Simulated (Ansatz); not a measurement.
Question: Each is relaxed and computed with DFT-r²SCAN in the program Ansatz with PAW potentials. Which is the only metal?
A) LaFe2Si2, I4/mmm (La on 2a, Fe on 4d, Si on 4e)
B) FeLi4Nb6O18, P3 (Pearson symbol hP29)
C) SiC, P6_422 (Si on 3c, C on 3d)
D) SiO2, P3_221 (Si on 3a, O on 6c)

Answer: A, LaFe2Si2, I4/mmm (La on 2a, Fe on 4d, Si on 4e). LaFe2Si2: metal; SiO2: gap 6.60 eV (indirect); FeLi4Nb6O18: gap 0.50 eV (indirect); SiC: gap 1.18 eV (indirect). Spin orders computed, not proven ground states: FeLi4Nb6O18, P3 (Pearson symbol hP29) ferromagnetic. Typed or built starts, not in the databases checked: FeLi4Nb6O18, P3 (Pearson symbol hP29); SiC, P6_422 (Si on 3c, C on 3d). Not the usual ambient phase: SiC, P6_422 (Si on 3c, C on 3d). Standing as an ambient phase not checked: LaFe2Si2, I4/mmm (La on 2a, Fe on 4d, Si on 4e). All cells were relaxed under the symmetry of their starts (and spin orders); stability against distortions was not tested throughout. Rows with no word on spin ran without spin polarisation. No Hubbard U is applied. Scalar-relativistic: spin–orbit coupling is off unless named, which matters more the heavier the elements.

Potentials: the later of the program's two PAW sets.
